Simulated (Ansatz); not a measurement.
Given:

GeS:
```xyz
8
Lattice="10.6610 0.0000 0.0000 0.0000 3.6807 0.0000 0.0000 0.0000 4.3562" Properties=species:S:1:pos:R:3 pbc="T T T"
Ge     9.3336     0.9202     1.5903
Ge     1.3274     2.7605     2.7659
Ge     6.6579     2.7605     3.7684
Ge     4.0031     0.9202     0.5878
S      6.9371     0.9202     2.1571
S      3.7239     2.7605     2.1991
S      9.0544     2.7605     4.3352
S      1.6066     0.9202     0.0210
```

This is the PBE+D3(BJ)-relaxed structure. x, y and z are the axes in which the lattice vectors are written.

Q: All from PBE+D3(BJ) in the plane-wave PAW code Ansatz, unless another level is named. Give the hole effective mass with spin–orbit coupling.

A: 0.24, 0.57, 3.0 mₑ (principal values).

Q: Next, the band gap?

A: 1.22 eV (indirect).

Q: Give the electron effective mass.

A: 0.11, 1.3, 6.0 mₑ (principal values).

Q: And the weight of the conduction-edge state by species (Voronoi cells)?

A: Ge 68 %, S 32 %.

Q: And the valence-band maximum?

A: on the Γ–Z line, 62 % of the way from Γ (k = 0.000, 0.000, 0.310).

Space group Pnma. The PBE+D3(BJ) relaxation kept the symmetry of its start. Spin–orbit coupling is left out wherever it is not named.

Potentials: the later of the program's two PAW sets.
